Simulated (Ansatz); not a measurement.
BN:
```cif
data_BN
_chemical_formula_sum 'B1 N1'
_space_group_name_H-M_alt 'P 1'
_space_group_IT_number 1
_cell_length_a 2.54919
_cell_length_b 2.54919
_cell_length_c 2.54919
_cell_angle_alpha 60.000
_cell_angle_beta 60.000
_cell_angle_gamma 60.000
loop_
_space_group_symop_operation_xyz
  'x, y, z'
loop_
_atom_site_label
_atom_site_type_symbol
_atom_site_fract_x
_atom_site_fract_y
_atom_site_fract_z
_atom_site_occupancy
B1 B 0.00000 0.00000 0.00000 1
N1 N 0.25000 0.25000 0.25000 1
```

Relaxed with PBEsol.

**Question.** Decompose the optical modes at the zone centre into irreducible representations, and say which are infrared and Raman allowed.

**Answer.** Point group -43m: Γ_opt = T2. Infrared: T2. Raman: T2.

**Question.** Assign frequencies (DFPT, DFT-PBEsol in the program Ansatz with PAW potentials; without the LO–TO term).

**Answer.** T2 1045 cm⁻¹.

Space group F-43m (zinc blende). The PBEsol relaxation kept the symmetry of its start.

Potentials: the earlier of the program's two PAW sets. The files were generated under PBE; for other functionals the program regenerates the frozen cores, and for LDA and PBEsol the local potential too.
